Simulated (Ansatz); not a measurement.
Consider the following.

Al₂Au:
```cif
data_Al2Au
_chemical_formula_sum 'Al2 Au1'
_space_group_name_H-M_alt 'P 1'
_space_group_IT_number 1
_cell_length_a 4.21119
_cell_length_b 4.21119
_cell_length_c 4.21119
_cell_angle_alpha 60.000
_cell_angle_beta 60.000
_cell_angle_gamma 60.000
loop_
_space_group_symop_operation_xyz
  'x, y, z'
loop_
_atom_site_label
_atom_site_type_symbol
_atom_site_fract_x
_atom_site_fract_y
_atom_site_fract_z
_atom_site_occupancy
Al1 Al 0.25000 0.25000 0.25000 1
Al2 Al 0.75000 0.75000 0.75000 1
Au1 Au 0.00000 0.00000 0.00000 1
```

This is the LDA-relaxed structure.

Problem. All from DFT-LDA in the program Ansatz with PAW potentials, unless another level is named. Estimate the Young's modulus.

Solution. 115 GPa.

Problem. Give the highest zone-centre frequency.

Solution. 268 cm⁻¹.

Space group Fm-3m (fluorite or antifluorite type). Symmetry was held in the LDA relaxation; of distortions, only those at the zone centre were tested. As this level gives no gap, phonon frequencies hold no LO–TO term and depend on the k-mesh and smearing (Fermi–Dirac, 0.1 eV here). Spin–orbit coupling is left out wherever it is not named.

Potentials: the earlier of the program's two PAW sets.
